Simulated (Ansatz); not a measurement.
CdF2 (fluorite), relaxed and computed with several functionals in Ansatz (plane waves, PAW).

| functional | a (Å) | gap (eV) | B₀ by P(V) fit (GPa) |
|---|---|---|---|
| PBE | 5.481 | 2.92 | 93.4 |
| LDA | ___ | ___ | ___ |
| HSE06 | 5.418 | 5.14 | 103 |
| r²SCAN | 5.388 | 3.79 | 113 |

Task: What belongs in the gaps?

Result: 
- LDA, a (Å): 5.297
- LDA, gap (eV): 2.99
- LDA, B₀ by P(V) fit (GPa): 127

All cells were relaxed under the symmetry of their starts (and spin orders); stability against distortions was not tested throughout. Scalar-relativistic: spin–orbit coupling is off unless named, which matters more the heavier the elements.

Potentials: the later of the program's two PAW sets.

Ansatz (a quantum-chemistry and plane-wave program) is a plane-wave DFT program.
